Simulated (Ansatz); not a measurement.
MgS:
```
CELL_PARAMETERS angstrom
      0.00000     2.60258     2.60258
      2.60258     0.00000     2.60258
      2.60258     2.60258     0.00000
ATOMIC_POSITIONS crystal
  Mg 0.00000 0.00000 0.00000
  S  0.50000 0.50000 0.50000
```

Tensor components refer to the Cartesian frame of this cell.

Question: Give the high-frequency dielectric tensor and the Born effective charge tensors of the independent atoms from DFPT, DFT-r²SCAN in the program Ansatz with PAW potentials.

Answer: 
ε∞:
```
4.89  0.00  0.00
0.00  4.89  0.00
0.00  0.00  4.89
```
Z* of atom 1 (Mg), rows: field, columns: displacement, in e:
```
2.30  0.00  0.00
0.00  2.30  0.00
0.00  0.00  2.30
```
Z* of atom 2 (S), rows: field, columns: displacement, in e:
```
-2.30   0.00   0.00
 0.00  -2.30   0.00
 0.00   0.00  -2.30
```

Static charges for comparison (Bader): Mg1 +1.71, S2 -1.71 e. Born charges measure polarisation by displacement and can exceed these by far.

Space group Fm-3m (rock salt). The r²SCAN relaxation kept the symmetry of its start.

Potentials: the earlier of the program's two PAW sets.
